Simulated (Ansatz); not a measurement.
Notes on YbAgGe

```xyz
9
Lattice="7.0032 0.0000 0.0000 -3.5016 6.0649 0.0000 0.0000 0.0000 4.1098" Properties=species:S:1:pos:R:3 pbc="T T T"
Ge    0.0000    0.0000    0.0000
Yb    4.0730    0.0000    0.0000
Yb    1.4651    2.5376    0.0000
Yb   -2.0365    3.5273    0.0000
Ge   -0.0003    4.0435    2.0549
Ge    3.5019    2.0214    2.0549
Ag    1.7516    0.0000    2.0549
Ag    2.6258    4.5480    2.0549
Ag   -0.8758    1.5169    2.0549
```

Level: r2SCAN, no spin polarisation; 500 eV; 4×4×6 Γ-centred mesh; gaussian occupations (width 0.0702 eV); Ansatz 0.2.0, fixed geometry.

(1) What does the stress say?

(2) Which atom feels the largest force, and which way?

(3) Is it stable against the elements?

(4) Give the Bader charges.

(5) Describe some of the short contacts.

(6) Metal or insulator?

Origin: a database entry at a rescaled volume. Caveats: no spin polarisation, so a magnetic state may lie lower; f levels without a U or exact exchange are poorly placed.

Results:

(1) The pressure is 5.3 GPa (compression positive), so with the atoms held at these fractions the cell would first expand.

(2) The largest is on Ag7 (and as large on other atoms): 0.13 eV/Å, components (-0.13, 0.00, 0.00). It makes 131° with the line to a nearest neighbour, Ge5 at 2.67 Å.

(3) -0.55 eV an atom against the elements' usual phases (free molecules for gases, crystals otherwise, with no correction for O₂ or N₂), so it is bound against them; other compounds may still compete. Relaxing would lower it.

(4) Bader charges in e: Yb +1.40, Ag -0.45, Ge -1.12 to -0.61. In the mean Yb gives up most and Ge takes most.

(5) Ge–Ag at 2.67 Å: least valence density 0.33 e/Å³ and ELF 0.33 there. Ge–Yb at 2.93 Å: least valence density 0.20 e/Å³ and ELF 0.15 there. Ag–Ag at 3.03 Å: least valence density 0.18 e/Å³ and ELF 0.16 there. Both are smooth PAW fields, read partly inside the augmentation spheres.

(6) It is a metal, with about 33 states/eV a cell as the mean within 0.25 eV of the Fermi level, mostly Yb f (86 %).
